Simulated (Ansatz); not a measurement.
BaZnSbF: energy from the work of forces and stress

```yaml
crystal:
  lattice:
    - [4.43835, 0.00000, 0.00000]
    - [0.00000, 4.43835, 0.00000]
    - [0.00000, 0.00000, 9.77891]
  atoms:
    - { symbol: Ba, position: [0.00000, 0.50000, 0.35079] }
    - { symbol: Ba, position: [0.50000, 0.00000, 0.64921] }
    - { symbol: Zn, position: [0.50000, 0.50000, 0.00000] }
    - { symbol: Zn, position: [0.00000, 0.00000, 0.00000] }
    - { symbol: Sb, position: [0.50000, 0.00000, 0.16604] }
    - { symbol: Sb, position: [0.00000, 0.50000, 0.83396] }
    - { symbol: F, position: [0.50000, 0.50000, 0.50000] }
    - { symbol: F, position: [0.00000, 0.00000, 0.50000] }
```

The calculation used Ansatz 0.2.0, DFT PBE, scalar-relativistic, plane waves, PAW.

Cutoff 420 eV; k points 8×8×4 on the computed 8-atom cell (Γ-centred); Gaussian smearing, width 0.10 eV; no spin polarisation.

At the start the stress (GPa, compression positive, xx yy zz yz xz xy) is 1.42 1.42 1.35 0.00 0.00 0.00 and the forces (eV/Å) are Ba1 (0.00, 0.00, -0.12); Ba2 (0.00, 0.00, 0.12); Zn3 (0.00, 0.00, 0.00); Zn4 (0.00, 0.00, 0.00); Sb5 (0.00, 0.00, 0.15); Sb6 (0.00, 0.00, -0.15); F7 (0.00, 0.00, 0.00); F8 (0.00, 0.00, 0.00). Each variant moves atoms by u and then strains the cell by ε, so an atom ends at (r + u)(1 + ε); shears are tensor components, each standing twice in ε. The starting volume is 192.63 Å³.

Variant 1: strain (xx yy zz yz xz xy, %) -3.29 -3.29 -0.29 0.00 0.00 0.00, moves (Å) Ba1 (0.000, 0.000, -0.169); Ba2 (0.000, 0.000, 0.169); Sb5 (0.000, 0.000, 0.106); Sb6 (0.000, 0.000, -0.106). There the stress is 5.44 5.44 1.43 0.00 0.00 0.00 GPa and the forces (eV/Å) are Ba1 (0.00, 0.00, 1.14); Ba2 (0.00, 0.00, -1.14); Zn3 (0.00, 0.00, 0.00); Zn4 (0.00, 0.00, 0.00); Sb5 (0.00, 0.00, -0.79); Sb6 (0.00, 0.00, 0.79); F7 (0.00, 0.00, 0.00); F8 (0.00, 0.00, 0.00).

Variant 2: strain (xx yy zz yz xz xy, %) -3.90 -3.90 -2.40 0.00 0.00 0.00, moves (Å) Ba1 (0.000, 0.000, 0.035); Ba2 (0.000, 0.000, -0.035); Sb5 (0.000, 0.000, 0.298); Sb6 (0.000, 0.000, -0.298). There the stress is 9.09 9.09 3.00 0.00 0.00 0.00 GPa and the forces (eV/Å) are Ba1 (0.00, 0.00, -0.57); Ba2 (0.00, 0.00, 0.57); Zn3 (0.00, 0.00, 0.00); Zn4 (0.00, 0.00, 0.00); Sb5 (0.00, 0.00, -1.92); Sb6 (0.00, 0.00, 1.92); F7 (0.00, 0.00, 0.00); F8 (0.00, 0.00, 0.00).

Variant 3: strain (xx yy zz yz xz xy, %) -1.41 -1.41 -7.41 0.00 0.00 0.00, moves (Å) Ba1 (0.000, 0.000, -0.201); Ba2 (0.000, 0.000, 0.201); Sb5 (0.000, 0.000, -0.223); Sb6 (0.000, 0.000, 0.223). There the stress is 10.58 10.58 9.48 0.00 0.00 0.00 GPa and the forces (eV/Å) are Ba1 (0.00, 0.00, 0.68); Ba2 (0.00, 0.00, -0.68); Zn3 (0.00, 0.00, 0.00); Zn4 (0.00, 0.00, 0.00); Sb5 (0.00, 0.00, 2.56); Sb6 (0.00, 0.00, -2.56); F7 (0.00, 0.00, 0.00); F8 (0.00, 0.00, 0.00).

Problem. Estimate each change of free energy from forces and stresses by the trapezoid rule along the path (r + tu)(1 + tε), t from 0 to 1, and compare with the computed change.

Solution. The derivative of the energy along the path is −F·u(1 + tε) for the atoms and −V σ(1 + tε)⁻¹ : ε for the cell, with F, σ and V taken at t (σ positive in compression; 1 eV/Å³ = 160.2 GPa). Averaging t = 0 and t = 1 gives, in meV per atom:
```
variant work on atoms work on cell sum computed
      1           30.0          33.6   63.6      59.3
      2           67.0          65.8  132.8     126.6
      3           83.0          82.4  165.4     165.1
```

The rule is exact for a quadratic energy surface and overshoots a term ct³ by c/2, so the difference between the last two columns measures the net anharmonic part along the path (terms of opposite sign can cancel, and the finite basis adds a little): 0 to 7 % here.

Cost: 4 runs of about 3.4 core-minutes in all, on Intel Xeon Processor @ 2.70GHz (shared hosts).